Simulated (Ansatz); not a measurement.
InSbO4:
```
InSbO4
1.0
   -2.94599     2.94599     4.05125
    2.94599    -2.94599     4.05125
    2.94599     2.94599    -4.05125
In Sb O
1 1 4
Direct
  0.25000   0.75000   0.50000
  0.00000   0.00000   0.00000
  0.26837   0.35621   0.37483
  0.64379   0.01862   0.91216
  0.98138   0.89354   0.62517
  0.10646   0.73163   0.08784
```

Relaxed with PBE.

Question: Which orbitals make up the states near the band edges in the program Ansatz at the PBE level (PAW)?

Answer: Top 1 eV of the valence band: O 2p 95 %. Bottom 1 eV of the conduction band: O 2p 36 %, In 5s 23 %, Sb 5s 21 %, O 2s 10 %, In 5p 6 %. Projections are on Löwdin-orthogonalised atomic valence shells; empty p or d shells of many metals are not among them.

Question: Tabulate the density of states.

Answer: States/eV per cell of 6 atoms, in 0.25 eV bins, energy from the valence-band maximum.

| E (eV) | total | O 2p | Sb 5p | In 5s |
|---|---|---|---|---|
| -7.85 | 0.00 | 0.00 | 0.00 | 0.00 |
| -7.60 | 0.00 | 0.00 | 0.00 | 0.00 |
| -7.35 | 0.00 | 0.00 | 0.00 | 0.00 |
| -7.10 | 0.35 | 0.16 | 0.00 | 0.04 |
| -6.85 | 1.26 | 0.57 | 0.00 | 0.11 |
| -6.60 | 3.33 | 1.47 | 0.01 | 0.18 |
| -6.35 | 2.73 | 1.16 | 0.00 | 0.06 |
| -6.10 | 0.33 | 0.14 | 0.00 | 0.00 |
| -5.85 | 0.00 | 0.00 | 0.00 | 0.00 |
| -5.60 | 0.00 | 0.00 | 0.00 | 0.00 |
| -5.35 | 0.00 | 0.00 | 0.00 | 0.00 |
| -5.10 | 0.00 | 0.00 | 0.00 | 0.00 |
| -4.85 | 0.00 | 0.00 | 0.00 | 0.00 |
| -4.60 | 1.31 | 0.84 | 0.12 | 0.29 |
| -4.35 | 2.76 | 1.79 | 0.23 | 0.57 |
| -4.10 | 2.35 | 1.52 | 0.21 | 0.40 |
| -3.85 | 1.07 | 0.71 | 0.12 | 0.12 |
| -3.60 | 0.55 | 0.38 | 0.08 | 0.03 |
| -3.35 | 2.03 | 1.46 | 0.31 | 0.01 |
| -3.10 | 5.03 | 3.67 | 0.76 | 0.03 |
| -2.85 | 7.69 | 5.61 | 1.24 | 0.03 |
| -2.60 | 1.22 | 0.90 | 0.20 | 0.00 |
| -2.35 | 0.00 | 0.00 | 0.00 | 0.00 |
| -2.10 | 0.00 | 0.00 | 0.00 | 0.00 |
| -1.85 | 0.06 | 0.04 | 0.00 | 0.01 |
| -1.60 | 7.25 | 5.56 | 0.60 | 0.31 |
| -1.35 | 3.54 | 2.97 | 0.11 | 0.04 |
| -1.10 | 5.90 | 5.07 | 0.10 | 0.02 |
| -0.85 | 6.04 | 5.42 | 0.12 | 0.02 |
| -0.60 | 9.97 | 9.25 | 0.11 | 0.02 |
| -0.35 | 14.70 | 14.18 | 0.09 | 0.01 |
| -0.10 | 16.53 | 16.11 | 0.03 | 0.00 |
| 0.15 | 0.00 | 0.00 | 0.00 | 0.00 |
| 0.40 | 0.00 | 0.00 | 0.00 | 0.00 |
| 0.65 | 0.00 | 0.00 | 0.00 | 0.00 |
| 0.90 | 0.00 | 0.00 | 0.00 | 0.00 |
| 1.15 | 0.00 | 0.00 | 0.00 | 0.00 |
| 1.40 | 0.00 | 0.00 | 0.00 | 0.00 |
| 1.65 | 0.00 | 0.00 | 0.00 | 0.00 |
| 1.90 | 0.00 | 0.00 | 0.00 | 0.00 |
| 2.15 | 0.00 | 0.00 | 0.00 | 0.00 |
| 2.40 | 0.13 | 0.05 | 0.00 | 0.04 |
| 2.65 | 0.32 | 0.12 | 0.00 | 0.08 |
| 2.90 | 0.52 | 0.19 | 0.01 | 0.12 |
| 3.15 | 0.77 | 0.28 | 0.02 | 0.16 |
| 3.40 | 1.20 | 0.44 | 0.03 | 0.23 |
| 3.65 | 1.87 | 0.68 | 0.05 | 0.31 |
| 3.90 | 1.76 | 0.67 | 0.04 | 0.21 |
| 4.15 | 1.16 | 0.46 | 0.02 | 0.08 |
| 4.40 | 0.27 | 0.11 | 0.00 | 0.01 |
| 4.65 | 0.00 | 0.00 | 0.00 | 0.00 |
| 4.90 | 0.03 | 0.01 | 0.00 | 0.01 |
| 5.15 | 1.10 | 0.28 | 0.16 | 0.47 |
| 5.40 | 1.89 | 0.54 | 0.27 | 0.68 |
| 5.65 | 1.98 | 0.60 | 0.26 | 0.62 |
| 5.90 | 1.22 | 0.39 | 0.15 | 0.36 |
| 6.15 | 0.79 | 0.26 | 0.09 | 0.22 |
| 6.40 | 0.53 | 0.18 | 0.06 | 0.15 |
| 6.65 | 0.33 | 0.12 | 0.03 | 0.09 |
| 6.90 | 0.13 | 0.05 | 0.01 | 0.04 |
| 7.15 | 2.38 | 0.36 | 0.89 | 0.01 |

Space group I-4. The start of the workflow was typed in or built on a structure type; neither database checked (COD, Materials Project) lists it. Whether it is the stable phase at ambient conditions was not checked. Symmetry was held in the PBE relaxation; its stability against distortions is not shown here. The volume moved by 28 % from the start of the relaxation. Spin–orbit coupling is left out wherever it is not named.

Potentials: the earlier of the program's two PAW sets.
